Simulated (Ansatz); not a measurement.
# Relaxing an invented TiZn₄N structure

Computed with DFT PBE, scalar-relativistic, plane waves, PAW (Ansatz 0.2.0). Cutoff 420 eV, Gaussian smearing, Γ-centred meshes. Cell and atoms relax first on a coarse mesh, the cell is then made exact in the group found at 0.06 to 0.08 Å, and last on a converged mesh; the steps can't lower the symmetry of their start. Collinear spin, starting moments Ti 1.0 μB; the moments died out early, so the last step has no spin.

This trial cell of TiZn₄N was written down by chemical analogy (P3m1, No. 156). Its size is a guess.

```cif
data_structure
_symmetry_space_group_name_H-M 'P 1'
_symmetry_Int_Tables_number 1
_cell_length_a 2.9000
_cell_length_b 2.9000
_cell_length_c 10.8700
_cell_angle_alpha 90.000
_cell_angle_beta 90.000
_cell_angle_gamma 120.000
_cell_volume 79.17
loop_
_atom_site_label
_atom_site_type_symbol
_atom_site_fract_x
_atom_site_fract_y
_atom_site_fract_z
_atom_site_occupancy
Ti1 Ti 0.00000 0.00000 0.00000 1
Zn1 Zn 0.33333 0.66667 0.61100 1
Zn2 Zn 0.66667 0.33333 0.80500 1
Zn3 Zn 0.33333 0.66667 0.22100 1
Zn4 Zn 0.00000 0.00000 0.41600 1
N1 N 0.66667 0.33333 0.09700 1
```

Formation energies are uncorrected and refer to the elements' standard structures at the same level (N₂ as a molecule).

Q: Where does the relaxation end?

A: The symmetry stays P3m1 (No. 156). The volume per atom grows by 10.7 %, from 13.2 to 14.6 Å³. The shortest distance goes from 1.98 Å (Ti–N) to 1.96 Å (Ti–N). Conventional cell: a = 3.017 Å, c = 11.113 Å. Ti is surrounded by 3 N at 1.96 Å, 3 Zn at 2.89 Å, 6 Ti at 3.02 Å and 3 Zn at 3.12 Å; Zn on its first site is surrounded by 6 Zn at 2.70–2.75 Å and 6 Zn at 3.02 Å; around Zn on its second site lie 3 Zn at 2.75 Å, 3 Ti at 2.89 Å, 6 Zn at 3.02 Å and 1 N at 3.20 Å; around Zn on its third site lie 3 N at 2.43 Å, 3 Zn at 2.67 Å, 6 Zn at 3.02 Å and 3 Ti at 3.12 Å; around N lie 3 Ti at 1.96 Å, 3 Zn at 2.43 Å, 6 N at 3.02 Å and 1 Zn at 3.20 Å; 1 more site not described.

```
CELL_PARAMETERS angstrom
3.01739 0.00000 0.00000
-1.50870 2.61314 0.00000
0.00000 0.00000 11.11349
ATOMIC_POSITIONS crystal
Ti 0.00000 0.00000 0.00483
Zn 0.33333 0.66667 0.60560
Zn 0.66667 0.33333 0.79758
Zn 0.33333 0.66667 0.23741
Zn 0.00000 0.00000 0.41945
N 0.66667 0.33333 0.08513
```

Q: Give its energy and gap.

A: The energy over the elements is −0.22 eV/atom and the gap on the 12×12×4 mesh of the 6-atom cell is 0 eV (a metal).

The last run used Gaussian smearing of 0.10 eV. A structure relaxed within its symmetry needn't be a true minimum. Another cell of the same search, in P2_1, lies 221 meV/atom lower, so this cell isn't the stable form at this level.
